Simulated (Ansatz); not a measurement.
Data:

TiNi:
```yaml
crystal:
  lattice:
    - [4.08778, 0.00000, 0.00000]
    - [0.00000, 2.85206, 0.00000]
    - [0.00000, 0.00000, 4.59030]
  atoms:
    - { symbol: Ti, position: [0.25000, 0.50000, 0.72564] }
    - { symbol: Ti, position: [0.75000, 0.50000, 0.27436] }
    - { symbol: Ni, position: [0.25000, 0.00000, 0.17886] }
    - { symbol: Ni, position: [0.75000, 0.00000, 0.82114] }
```

This is the r²SCAN-relaxed structure.

**Question.** All from DFT-r²SCAN in the program Ansatz with PAW potentials, unless another level is named. Predict the density of states at the Fermi level.

**Answer.** 0.76 states/eV per atom (mean over ±0.08 eV).

**Question.** And the formation energy from the elements (no fitted shifts)?

**Answer.** -0.38 eV/atom.

Space group Pmma. The workflow started from a Materials Project entry (that database holds measured and hypothetical structures alike); the Crystallography Open Database copy checked does not list it. COD files the formula under space group No. 11, 147, so this cell is another polymorph or a model. Its standing as an ambient phase is unchecked. Symmetry was held in the r²SCAN relaxation; its stability against distortions is not shown here. The run is not spin-polarised. The references are the lowest solids computed at this level, not always the standard phases.

Potentials: the later of the program's two PAW sets.
